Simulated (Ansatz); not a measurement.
TiPd:
```xyz
4
Lattice="4.5262 0.0000 0.0000 0.0000 2.7584 0.0000 0.0000 0.0000 4.8359" Properties=species:S:1:pos:R:3 pbc="T T T"
Ti     1.1316     0.0000     3.3916
Ti     3.3947     0.0000     1.4444
Pd     1.1316     1.3792     0.9019
Pd     3.3947     1.3792     3.9340
```

This is the PBEsol-relaxed structure.

Problem. All from the program Ansatz at the PBEsol level (PAW), unless another level is named. Give the formation energy from the elements (no fitted shifts).

Solution. -0.56 eV/atom.

Problem. And the density of states at the Fermi level?

Solution. 1.1 states/eV per atom (mean over ±0.08 eV).

Problem. Next, the gap with spin–orbit coupling?

Solution. none (metallic).

Space group Pmma. The workflow started from a Materials Project entry (that database holds measured and hypothetical structures alike); the Crystallography Open Database copy checked does not list it. COD files the formula under space group No. 221, so this cell is another polymorph or a model. With Ti and Pd taken as one species the cell has the higher symmetry Cmcm, so it may be an ordered model of a mixed-site phase. Its standing as an ambient phase is unchecked. Symmetry was held in the PBEsol relaxation. At this level the phase is mechanically unstable. The run is not spin-polarised. The references are the lowest solids computed at this level, not always the standard phases. Spin–orbit coupling is left out wherever it is not named.

Potentials: the later of the program's two PAW sets.
